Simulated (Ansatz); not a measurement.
## Ti$_{2}$C, first-principles data

Ti₂C:
```cif
data_C16Ti32
_chemical_formula_sum 'Ti32 C16'
_space_group_name_H-M_alt 'Fd-3m :1'
_space_group_IT_number 227
_space_group_name_Hall 'F 4d 2 3 -1d'
_cell_length_a 8.54796
_cell_length_b 8.54796
_cell_length_c 8.54796
_cell_angle_alpha 90.000
_cell_angle_beta 90.000
_cell_angle_gamma 90.000
loop_
_atom_site_label
_atom_site_type_symbol
_atom_site_symmetry_multiplicity
_atom_site_Wyckoff_symbol
_atom_site_fract_x
_atom_site_fract_y
_atom_site_fract_z
_atom_site_occupancy
Ti1 Ti 32 e 0.38091 0.38091 0.38091 1
C1 C 16 d 0.62500 0.62500 0.62500 1
```
(The calculation used a cell of 12 atoms; values per cell refer to that cell.)

Space group Fd-3m (No. 227); conventional cell a = 8.548 Å, b = 8.548 Å, c = 8.548 Å, α = 90.00°, β = 90.00°, γ = 90.00°.

Method: plane-wave PAW PBEsol (Ansatz code). The cell and atoms are relaxed at this level. Other levels are named where they apply.

Cell and energy:

```
Item                                                          Result
-----------------------------------------------------  -------------
Volume per atom                                             13.01 Å³
Density                                                   4.58 g/cm³
Formation energy from the elements (no fitted shifts)  -0.71 eV/atom
```

Electronic structure:

```
Item                                                                        Result
------------------------------------  --------------------------------------------
Electronic character                                             metallic (no gap)
Density of states at the Fermi level  0.39 states/eV per atom (mean over ±0.08 eV)
```

Mechanics:

```
Quantity                                                                      Result
--------------------------------------------  --------------------------------------
Bulk modulus (Birch–Murnaghan fit)                                           149 GPa
Pressure derivative B′                                                           4.3
Elastic constants (relaxed ions, GPa)                C11 = 210, C12 = 117, C44 = 119
Mechanical stability                          stable (all eigenvalues of C positive)
Hill bulk and shear moduli                                          148 and 82.0 GPa
Young's modulus                                                              208 GPa
Poisson's ratio                                                                 0.27
Debye temperature from the elastic constants                                   596 K
```

Phonons:

```
Item                                            Value
-----------------------------  ----------------------
Highest zone-centre frequency                725 cm⁻¹
Zone-centre stability          no imaginary mode at Γ
```

The workflow started from a Materials Project entry (that database holds measured and hypothetical structures alike); the Crystallography Open Database copy checked does not list it. Whether it is the stable phase at ambient conditions was not checked. The cell was relaxed with PBEsol under the symmetry of its start. The run is not spin-polarised. As this level gives no gap, shear constants depend on the k-mesh and smearing (Fermi–Dirac, 0.1 eV here). As this level gives no gap, phonon frequencies hold no LO–TO term and depend on the k-mesh and smearing (Fermi–Dirac, 0.1 eV here). The references are the lowest solids computed at this level, not always the standard phases.

Potentials: the earlier of the program's two PAW sets. The files were generated under PBE; for other functionals the program regenerates the frozen cores, and for LDA and PBEsol the local potential too.
